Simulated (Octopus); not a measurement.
ZnSe (F-43m, No. 216): conduction levels under hydrostatic strain

ZnSe (F-43m, No. 216), cubic lattice constant 5.665 Å. The cell is a database entry, not relaxed again.

Level: LDA. Code: Octopus 16.4. Numerical set-up: grid spacing about 0.15 Å, Γ-centred 6×6×6 k-mesh, Fermi-Dirac smearing of 0.01 eV, no spin polarisation; PseudoDojo 0.4 LDA potentials. Spin-orbit coupling is left out. The cell is scaled uniformly. Energies of the lowest empty band count from each cell's highest valence level among the special points, at Γ; they are Kohn-Sham values at fixed points of the zone.

```json
[
 {"a (Å)": "5.410", "ln(V/V₀)": "-0.1381", "Γ (eV)": "1.631", "X (eV)": "2.470", "L (eV)": "2.599"},
 {"a (Å)": "5.467", "ln(V/V₀)": "-0.1069", "Γ (eV)": "?", "X (eV)": "?", "L (eV)": "?"},
 {"a (Å)": "5.523", "ln(V/V₀)": "-0.0760", "Γ (eV)": "1.364", "X (eV)": "2.628", "L (eV)": "2.495"},
 {"a (Å)": "5.580", "ln(V/V₀)": "-0.0453", "Γ (eV)": "1.237", "X (eV)": "2.701", "L (eV)": "2.442"},
 {"a (Å)": "5.637", "ln(V/V₀)": "-0.0150", "Γ (eV)": "1.115", "X (eV)": "2.770", "L (eV)": "2.390"},
 {"a (Å)": "5.665", "ln(V/V₀)": "0.0000", "Γ (eV)": "1.055", "X (eV)": "2.803", "L (eV)": "2.364"},
 {"a (Å)": "5.722", "ln(V/V₀)": "0.0299", "Γ (eV)": "0.939", "X (eV)": "2.866", "L (eV)": "2.312"}
]
```

V₀ is the volume of the database cell.

### Question
Fit each column by a quadratic in ln V through the rows shown. Give the volume deformation potentials dE/d ln V at the withheld row, and predict that row.

### Answer
Fits: Γ: 1.055 −3.95 x +1.6 x²; X: 2.803 +2.16 x −1.8 x²; L: 2.364 −1.73 x −0.2 x², with x = ln(V/V₀). At x = -0.1069 the slopes are −4.3 eV (Γ), +2.5 eV (X), −1.7 eV (L). Predicted against computed: 1.495 against 1.496 eV, 2.551 against 2.551 eV, 2.547 against 2.547 eV.

The lowest of these levels is that at Γ in all rows.
